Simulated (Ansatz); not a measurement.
## Property card for InSb3

Theory: Ansatz 0.2.0, DFT PBE+D3(BJ), scalar-relativistic, plane waves, PAW.

Cutoff 420 eV; k points 10×10×10 on the computed 4-atom cell (Γ-centred); Gaussian smearing, width 0.10 eV; no spin polarisation.

The structure is relaxed at this level of theory with its symmetry kept. Whether it is the stable form of this composition wasn't checked.

Symmetry: Fm-3m, No. 225, cubic system. Conventional cell: a = 7.456 Å, b = 7.456 Å, c = 7.456 Å, α = 90.00°, β = 90.00°, γ = 90.00°. Around In (site symmetry m-3m) lie 8 Sb at 3.23 Å. Sb (site symmetry -43m) has 4 In at 3.23 Å and 4 Sb at 3.23 Å as nearest neighbours. Sb (site symmetry m-3m) has 8 Sb at 3.23 Å as nearest neighbours.

| Property | Result |
| --- | --- |
| Volume per atom | 25.90 Å³ |
| Kohn–Sham band gap | none (metal) |
| Density of states at the Fermi level | 2.42 states/eV per cell |
| Löwdin character within 0.5 eV of the Fermi level | Sb 5p 71 %, In 5p 15 % |
| Bader charges (e) | In (1 in the cell) 0.27, Sb (2 in the cell) -0.14, Sb (1 in the cell) 0.01 |

Spin-orbit coupling is left out, which matters for the bands of heavy elements.